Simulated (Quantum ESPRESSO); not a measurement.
# Kohn-Sham bands of ZnSe (zinc blende)

```xyz
2
Lattice="0.0000 2.8324 2.8324 2.8324 0.0000 2.8324 2.8324 2.8324 0.0000" Properties=species:S:1:pos:R:3 pbc="T T T"
Zn     0.0000     0.0000     0.0000
Se     1.4162     1.4162     1.4162
```

Cell from Materials Project (mp-1190), symmetrised, no further relaxation. COD (Crystallography Open Database) has the formula in 2 space groups, this one among them (matched by group alone). Level: PBEsol, no spin polarisation, no spin-orbit coupling; pw.x of Quantum ESPRESSO at 69 Ry with PseudoDojo potentials, 10×10×10 k-points, Wannier90. Density: 10×10×10 mesh, cold smearing 0.01 Ry. Spin-orbit coupling, left out, would split the p-like bands by a few tenths of an eV.

Energies are relative to the valence-band maximum; weights are on the orthonormalised atomic waves of the pseudopotential files, averaged over the group. 36 electrons a cell are treated as valence.

| bands | from (eV) | to (eV) | filling | weight on atomic waves |
|---|---|---|---|---|
| 1 | -124.97 | -124.97 | filled | ? |
| 2–4 | -79.27 | -79.26 | filled | ? |
| 5–9 | -46.98 | -46.97 | filled | ? |
| 10 | -13.30 | -12.22 | filled | ? |
| 11–15 | -6.57 | -5.88 | filled | ? |
| 16–18 | -5.28 | 0.00 | filled | ? |

Q: Which atomic shells make up each group?

A: 
- 1, weight on atomic waves: Zn 3s 100 %
- 2–4, weight on atomic waves: Zn 3p 100 %
- 5–9, weight on atomic waves: Se 3d 100 %
- 10, weight on atomic waves: Se 4s 86 %, Zn 4s 10 %
- 11–15, weight on atomic waves: Zn 3d 95 %, Se 4p 4 %
- 16–18, weight on atomic waves: Se 4p 78 %, Zn 4s 9 %, Zn 3d 7 %

The Kohn-Sham gap over both meshes and the path is 1.17 eV.
